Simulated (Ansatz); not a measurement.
# Step by step: MnHg, atoms shaken at random, then relaxed with the cell

These are results of DFT, PBE, all-electron LAPW, scalar-relativistic in Ansatz 0.2.0, not measurements.

Command: `ansatz run input.yaml --threads 1 --pin off --max-ram 3072MiB --backend cpu --events-out ev --progress --plain --runs-dir out` The run took about 950 s on 1 thread of a shared machine.

```yaml
crystal:
  lattice:
    - [3.315, 0.0, 0.0]
    - [0.0, 3.315, 0.0]
    - [0.0, 0.0, 3.315]
  atoms:
    - { symbol: Mn, position: [0.49422136, 0.52381222, 0.55222417], spin: 4.0 }
    - { symbol: Hg, position: [-0.03062586, 0.00682201, -0.08916101] }
magnetization:
  spin_polarized: true
kpoints:
  mp_grid: { grid: [7, 7, 7] }
scf:
  occupations: { method: fermi_dirac, width: 0.05 }
hamiltonian:
  xc: pbe
  pseudopotentials: { kind: all_electron, lapw: { basis_error: 0.001 } }
output:
  forces: true
  stress: true
relax:
  f_tol: 0.01
  max_steps: 80
  cell: {}
```

No spin–orbit coupling, which matters for the heavy atoms here.

The run is spin-polarised from parallel moments and ends with 3.92 μB in the cell; other orders may lie lower.

The geometry is COD entry 1522376, unchecked; take it as a test cell. The listed cell was then made from it by scaling, straining or moving an atom.

Each frame lists the cell vectors (Å), then Cartesian positions (Å) and forces (eV/Å). Free energies count from the first step, -565356.9459 eV.

The walk took 6 evaluations in all; steps that aren't listed are left out.

Step 1: E = 0.0 meV, P = 7.36 GPa

```
cell 3.3150 0.0000 0.0000 0.0000 3.3150 0.0000 0.0000 0.0000 3.3150
Mn    1.6383    1.7364    1.8306    -0.518  -0.360  -1.506
Hg   -0.1015    0.0226   -0.2956     0.518   0.360   1.506
```

Step 2: E = -329.6 meV, P = 3.23 GPa

```
cell 3.3536 -0.0037 -0.0233 -0.0037 3.3577 -0.0161 -0.0233 -0.0161 3.1566
Mn    1.6183    1.7314    1.5525    -0.152  -0.106  -0.350
Hg   -0.0763    0.0412   -0.1101     0.152   0.106   0.350
```

Step 3:

```
cell 3.3661 -0.0025 -0.0069 -0.0025 3.3676 -0.0048 -0.0069 -0.0048 3.3198
Mn    1.6204    1.7341    1.5993
Hg   -0.0644    0.0495   -0.0678
```

Step 4: E = -374.5 meV, P = 0.17 GPa

```
cell 3.3108 0.0007 0.0019 0.0007 3.3088 0.0014 0.0019 0.0014 3.3362
Mn    1.5963    1.7060    1.6081     0.001   0.001   0.000
Hg   -0.0602    0.0507   -0.0616    -0.001  -0.001   0.000
```

Q: Give the energy and forces of step 3.

A: E = -366.3 meV, P = -2.25 GPa
```
Mn    1.6204    1.7341    1.5993    -0.018  -0.013  -0.035
Hg   -0.0644    0.0495   -0.0678     0.018   0.013   0.035
```

Q: How does the relaxation end?

A: It converges, with a = 3.320 Å, b = 3.319 Å, c = 3.323 Å, α = 90.00°, β = 90.01°, γ = 90.00° for the cell as listed; within 0.05 Å it has space group Pm-3m; smaller departures are within what the tolerances leave open. The last solve (on a basis chosen afresh for the final cell, so its energy is not quite comparable) gives E = -374.7 meV, P = 0.02 GPa:
```
cell 3.3199 -0.0001 -0.0002 -0.0001 3.3189 -0.0001 -0.0002 -0.0001 3.3230
Mn    1.5994    1.7103    1.6000     0.000   0.000   0.000
Hg   -0.0605    0.0508   -0.0613     0.000   0.000   0.000
```
